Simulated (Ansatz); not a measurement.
HfO2:
```yaml
crystal:
  lattice:
    - [0.00000, 2.52923, 2.52923]
    - [2.52923, 0.00000, 2.52923]
    - [2.52923, 2.52923, 0.00000]
  atoms:
    - { symbol: Hf, position: [0.00000, 0.00000, 0.00000] }
    - { symbol: O, position: [0.25000, 0.25000, 0.25000] }
    - { symbol: O, position: [0.75000, 0.75000, 0.75000] }
```

r²SCAN (plane waves, PAW; program Ansatz) gives a gap of 4.30 eV without spin–orbit coupling, maximum at X, minimum at X.

Question: What happens when spin–orbit coupling is switched on?

Answer: The gap rises by 0.01 eV, to 4.31 eV; maximum at X, minimum at X.

Question: Give the electron effective mass with spin–orbit coupling.

Answer: 0.77, 0.77, 1.2 mₑ (principal values).

Question: Give the hole effective mass with spin–orbit coupling.

Answer: 0.28, 2.9, 2.9 mₑ (principal values).

Space group Fm-3m (fluorite). This is a known high-temperature phase of the composition, computed here at zero pressure and temperature. Symmetry was held in the r²SCAN relaxation. At this level the phase is dynamically unstable (imaginary phonons). No spin polarisation was allowed.

Potentials: the later of the program's two PAW sets.
